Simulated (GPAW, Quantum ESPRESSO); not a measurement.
Given: the input of a run of Quantum ESPRESSO 7.5 (ASE script) on AlIn. The cell comes from a database or a generator and needn't be the stable form of this composition.

File run.py:

```python
import numpy as np
from ase.calculators.espresso import Espresso, EspressoProfile
from ase.io import read

atoms = read('AlIn.cif')

input_data = {
    'control': {'calculation': 'scf', 'prefix': 'pwscf', 'outdir': './tmp', 'tprnfor': True, 'tstress': True, 'disk_io': 'nowf'},
    'system': {'ecutwfc': 55.0, 'ecutrho': 440.0, 'nbnd': 14, 'occupations': 'smearing', 'smearing': 'fd', 'degauss': 0.00367493},
    'electrons': {'conv_thr': 4e-10, 'electron_maxstep': 120, 'mixing_beta': 0.5},
}
pseudopotentials = {'In': 'In.pbe-dn-rrkjus_psl.0.2.2.UPF', 'Al': 'Al.pbe-n-kjpaw_psl.1.0.0.UPF'}
profile = EspressoProfile(command='pw.x', pseudo_dir='pseudo')
dft = Espresso(profile=profile, input_data=input_data, pseudopotentials=pseudopotentials, kpts=(10, 10, 5), koffset=(0, 0, 0))
atoms.calc = dft

print(f'energy {atoms.get_potential_energy():.8f} eV')
print('forces (eV/A)')
print(np.round(atoms.get_forces(), 6))
print('stress (eV/A^3, Voigt)')
print(np.round(atoms.get_stress(), 8))
print(f'Fermi level {dft.get_fermi_level():.4f} eV')
```

AlIn.cif

```cif
data_AlIn
_cell_length_a 3.05413000
_cell_length_b 3.05413755
_cell_length_c 5.82802000
_cell_angle_alpha 90.00000000
_cell_angle_beta 90.00000000
_cell_angle_gamma 120.00002651
_space_group_name_H-M_alt 'P1'
_space_group_name_Hall 'P 1'
_space_group_IT_number 1
loop_
_space_group_symop_operation_xyz
'x,y,z'
loop_
_atom_site_label
_atom_site_type_symbol
_atom_site_symmetry_multiplicity
_atom_site_Wyckoff_symbol
_atom_site_fract_x
_atom_site_fract_y
_atom_site_fract_z
_atom_site_occupancy
Al1 Al 1 a 0.0000000000 0.0000000000 0.0000000000 1
In1 In 1 a 0.0000000000 0.0000000000 0.5000000000 1
```

Potentials or basis: SSSP 1.3 efficiency PBE.

Command:

```bash
$ OMP_NUM_THREADS=1 python run.py
```

Question: Translate it to GPAW 26.7.0. Potentials or basis there: GPAW PAW data sets (gpaw-data 1.2.1), cutoff 600 eV.

Answer: As run (cutoffs and basis follow the program's own potentials, and thresholds, step limits or extra output files can differ):

File POSCAR:

```
AlIn
1.0
    3.0541337760      0.0000000000      0.0000000000
   -1.5270668880      2.6449574366      0.0000000000
    0.0000000000      0.0000000000      5.8280200000
Al In
1 1
Direct
    0.0000000000      0.0000000000      0.0000000000
    0.0000000000      0.0000000000      0.5000000000
```

Potentials or basis: GPAW PAW data sets (gpaw-data 1.2.1), pw.

Run with:

```bash
$ OMP_NUM_THREADS=1 gpaw run POSCAR -p 'mode=PW(600),xc=PBE,kpts={size:(10,10,5),gamma:True},occupations={name:fermi-dirac,width:0.05},nbands=16,convergence={density:1e-05,energy:1e-05},maxiter=150,txt=gpaw.txt' --properties efs -w gs.gpw
```

Both were run:

|  | Quantum ESPRESSO | GPAW |
| --- | --- | --- |
| Pressure | -0.2 GPa | -0.4 GPa |

Pressure is positive in compression.
